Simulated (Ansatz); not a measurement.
# HfRh3: zone-centre modes at 3 GPa

All numbers below come from Ansatz 0.2.0, DFT LDA, scalar-relativistic, plane waves, PAW. Plane waves to 420 eV; Γ-centred k mesh 12×12×12; Fermi-Dirac smearing of 0.15 eV. No spin polarisation. Phonons by linear response, acoustic sum rule imposed.

The cell, relaxed at 3 GPa:
```yaml
crystal:
  lattice:
    - [3.85232, 0.00000, 0.00000]
    - [0.00000, 3.85232, 0.00000]
    - [0.00000, 0.00000, 3.85232]
  atoms:
    - { symbol: Hf, position: [0.00000, 0.00000, 0.00000] }
    - { symbol: Rh, position: [0.00000, 0.50000, 0.50000] }
    - { symbol: Rh, position: [0.50000, 0.00000, 0.50000] }
    - { symbol: Rh, position: [0.50000, 0.50000, 0.00000] }
```

In a metal, frequencies and elastic constants depend on the k mesh and the smearing, soft modes and shear constants most. Spin–orbit coupling is left out, which can shift energies with elements as heavy as these.

Optical modes at Γ; i marks an imaginary frequency:
```json
{"frequency (cm⁻¹)": "142", "degeneracy": "3"}
{"frequency (cm⁻¹)": "187", "degeneracy": "3"}
{"frequency (cm⁻¹)": "222", "degeneracy": "3"}
```

All 9 optical modes at Γ are real: no displacement of atoms at fixed cell lowers the energy to second order. Strains and modes at other wave vectors aren't tested by this run.

Cost: 1 run of about 3.2 core-minutes, on AMD EPYC 9R45 (Zen 5) (shared hosts).